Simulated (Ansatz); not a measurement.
Zincblende alloy of InP and GaP (8 of 32 In sites exchanged), 64 atoms

Method: DFT, PBEsol, PAW, plane waves (Ansatz).

Command:

```sh
ansatz run in.yaml --threads 4 --pin off --max-ram 42750MiB --runs-dir r --events-out ev --progress --plain --backend cuda --devices 0, --max-vram 37GiB
```

The input less its lattice and atoms:

```yaml
crystal:
  symmetry: { detect: false }
kpoints:
  mp_grid: { grid: [1, 1, 1], shift: [0.25, 0.25, 0.25] }
hamiltonian:
  xc: pbesol
scf:
  occupations: { method: fermi_dirac, width: 0.01 }
relax:
  f_tol: 0.03
  max_steps: 80
  escape_saddle: false
  adjacent_minimum: "off"
  cell: { fix: [shape] }
output:
  forces: true
  eigenvalues: true
  populations: true
```

Start:

```
In P Ga
1.0
    11.53626    0.00000    0.00000
     0.00000   11.53626    0.00000
     0.00000    0.00000   11.53626
In P Ga
24 32 8
Direct
  0.00180 0.99877 0.00039
  0.00071 0.99868 0.49891
  0.99857 0.49787 0.00204
  0.99795 0.49916 0.50055
  0.49992 0.00189 0.00074
  0.49822 0.99975 0.49799
  0.49941 0.49716 0.00265
  0.50075 0.49690 0.50148
  0.24877 0.24979 0.00070
  0.25331 0.99996 0.25178
  0.25016 0.00140 0.74988
  0.24918 0.49692 0.24937
  0.24892 0.50254 0.74997
  0.75173 0.00130 0.24824
  0.74949 0.00014 0.74990
  0.74817 0.50082 0.24940
  0.74807 0.50013 0.74833
  0.99966 0.24736 0.74943
  0.99883 0.75153 0.24967
  0.99910 0.75021 0.74938
  0.49928 0.25183 0.24902
  0.49848 0.25133 0.75273
  0.50145 0.74993 0.25025
  0.49625 0.75258 0.75256
  0.12490 0.12538 0.12567
  0.12490 0.12458 0.62482
  0.12661 0.62549 0.12801
  0.12631 0.62370 0.62222
  0.62246 0.12750 0.12529
  0.62884 0.12607 0.62502
  0.62415 0.62506 0.12387
  0.62572 0.62638 0.62503
  0.37656 0.37724 0.12298
  0.37892 0.37456 0.62481
  0.37516 0.87576 0.12418
  0.37849 0.87656 0.62544
  0.87851 0.37424 0.12780
  0.87513 0.37509 0.62639
  0.87681 0.87566 0.12482
  0.86938 0.87430 0.62713
  0.37495 0.12535 0.37443
  0.37488 0.12528 0.87550
  0.37501 0.62643 0.37329
  0.37770 0.62583 0.87570
  0.87385 0.12145 0.37730
  0.87863 0.12720 0.87592
  0.87376 0.62478 0.37408
  0.87597 0.62413 0.87692
  0.12910 0.37843 0.37593
  0.12376 0.37507 0.87626
  0.12419 0.87558 0.37469
  0.12634 0.87563 0.87711
  0.62683 0.37488 0.37639
  0.62438 0.37523 0.87715
  0.62606 0.87642 0.37505
  0.62667 0.87562 0.87963
  0.24941 0.24787 0.49972
  0.24768 0.75145 0.00021
  0.25305 0.75080 0.50188
  0.74930 0.24735 0.00111
  0.74855 0.24854 0.50448
  0.75195 0.75051 0.00211
  0.75250 0.74809 0.50045
  0.00034 0.25262 0.25554
```

Steps:

| step | energy less the first (eV) | largest force component (eV/Å) | pressure (GPa) |
| --- | --- | --- | --- |
| start | 0.000 | 1.808 | 0.78 |
| 1 | -2.469 | 0.161 | -0.71 |
| 2 | -2.544 | 0.032 | 0.12 |
| 3 | -2.547 | 0.023 | -0.01 |
| 4 | -2.547 | 0.023 | -0.01 |

A structure on the way, about -2.54 eV from the start:

```
In P Ga
1.0
    11.52881    0.00000    0.00000
     0.00000   11.52881    0.00000
     0.00000    0.00000   11.52881
In P Ga
24 32 8
Direct
  0.99841 0.99984 0.00288
  0.00040 0.00171 0.49866
  0.99807 0.50024 0.00356
  0.00029 0.49787 0.49833
  0.50283 0.99808 0.00119
  0.50031 0.00012 0.50044
  0.50298 0.50249 0.00095
  0.49995 0.49996 0.50108
  0.24764 0.25011 0.00332
  0.24837 0.99990 0.25297
  0.25033 0.99836 0.74807
  0.24777 0.50064 0.25288
  0.25046 0.50274 0.74809
  0.75296 0.00202 0.25075
  0.75081 0.00056 0.75050
  0.75288 0.49860 0.25104
  0.75062 0.50036 0.75042
  0.99771 0.25032 0.74830
  0.00022 0.75061 0.25050
  0.00020 0.75062 0.75093
  0.50281 0.25064 0.25322
  0.50283 0.25081 0.74856
  0.50019 0.75067 0.25069
  0.50008 0.75082 0.75075
  0.11617 0.12994 0.13475
  0.13007 0.13042 0.62008
  0.13044 0.63079 0.12030
  0.12936 0.63057 0.61800
  0.63084 0.13064 0.12072
  0.63294 0.13055 0.61771
  0.63279 0.63070 0.12141
  0.63027 0.63065 0.62036
  0.37682 0.37689 0.12740
  0.36787 0.36870 0.61851
  0.36851 0.87071 0.12021
  0.36989 0.86844 0.61859
  0.87666 0.36321 0.12746
  0.86842 0.36999 0.61858
  0.86857 0.86842 0.12024
  0.86976 0.87054 0.61900
  0.37005 0.13046 0.38058
  0.37583 0.12399 0.87509
  0.36941 0.63036 0.38135
  0.37012 0.63048 0.88105
  0.87588 0.13628 0.37560
  0.87029 0.13046 0.88109
  0.87011 0.63079 0.38124
  0.86948 0.63027 0.88167
  0.12307 0.36311 0.37332
  0.12330 0.37686 0.87383
  0.13040 0.86843 0.38198
  0.13039 0.87121 0.88180
  0.63196 0.37053 0.38232
  0.63242 0.36963 0.88238
  0.63181 0.87085 0.38052
  0.63205 0.86878 0.88058
  0.24730 0.24913 0.49762
  0.24999 0.75026 0.00040
  0.25029 0.74954 0.50033
  0.75278 0.24964 0.00304
  0.75255 0.25016 0.49815
  0.75046 0.74967 0.00052
  0.75005 0.75003 0.50062
  0.99735 0.24984 0.25319
```

End:

```xyz
64
Lattice="11.5355 0.0000 0.0000 0.0000 11.5355 0.0000 0.0000 0.0000 11.5355" Properties=species:S:1:pos:R:3 pbc="T T T"
In   11.5172   11.5352    0.0382
In    0.0013    0.0229    5.7590
In   11.5153    5.7712    0.0425
In    0.0041    5.7470    5.7518
In    5.7975   11.5138    0.0143
In    5.7747    0.0044    5.7815
In    5.8048    5.7988    0.0126
In    5.7685    5.7694    5.7844
In    2.8580    2.8856    0.0380
In    2.8663    0.0000    2.9184
In    2.8919   11.5146    8.6342
In    2.8618    5.7724    2.9224
In    2.8954    5.7950    8.6282
In    8.6849    0.0233    2.8963
In    8.6646    0.0046    8.6561
In    8.6907    5.7495    2.8940
In    8.6625    5.7711    8.6616
In   11.5116    2.8903    8.6328
In    0.0014    8.6602    2.8920
In    0.0014    8.6640    8.6597
In    5.8030    2.8920    2.9218
In    5.8019    2.8949    8.6295
In    5.7711    8.6639    2.8918
In    5.7730    8.6602    8.6587
P     1.3421    1.5005    1.5558
P     1.5041    1.5055    7.1555
P     1.5073    7.2757    1.3909
P     1.4935    7.2746    7.1341
P     7.2781    1.5042    1.3932
P     7.3051    1.5086    7.1284
P     7.3009    7.2752    1.4043
P     7.2757    7.2739    7.1578
P     4.3478    4.3478    1.4702
P     4.2412    4.2481    7.1276
P     4.2457   10.0399    1.3841
P     4.2610   10.0105    7.1311
P    10.1109    4.1861    1.4661
P    10.0148    4.2634    7.1313
P    10.0117   10.0122    1.3818
P    10.0304   10.0364    7.1342
P     4.2683    1.5055    4.3939
P     4.3382    1.4338   10.0922
P     4.2629    7.2737    4.4012
P     4.2698    7.2743   10.1616
P    10.1053    1.5760    4.3306
P    10.0391    1.5055   10.1659
P    10.0382    7.2767    4.3965
P    10.0336    7.2728   10.1719
P     1.4111    4.1866    4.3028
P     1.4243    4.3488   10.0798
P     1.5011   10.0231    4.4091
P     1.5026   10.0493   10.1744
P     7.2904    4.2782    4.4082
P     7.2929    4.2628   10.1776
P     7.2854   10.0489    4.3905
P     7.2903   10.0235   10.1585
Ga    2.8480    2.8763    5.7363
Ga    2.8828    8.6517    0.0034
Ga    2.8799    8.6417    5.7680
Ga    8.6798    2.8800    0.0337
Ga    8.6778    2.8864    5.7404
Ga    8.6504    8.6419    0.0037
Ga    8.6494    8.6515    5.7693
Ga   11.5037    2.8799    2.9153
```

Self-consistency was reached.

Time: 9.2 s of wall time on one NVIDIA H100 with 4 processor threads, on a host shared with other runs; peak host memory 1.6 GiB.

Question: How much energy did the relaxation gain, and which atom moved most?

Answer: 2.55 eV in 4 steps, from a start with small random displacements; atom 49 (P) moved 0.20 Å, the median atom 0.07 Å (drift of the whole cell removed).
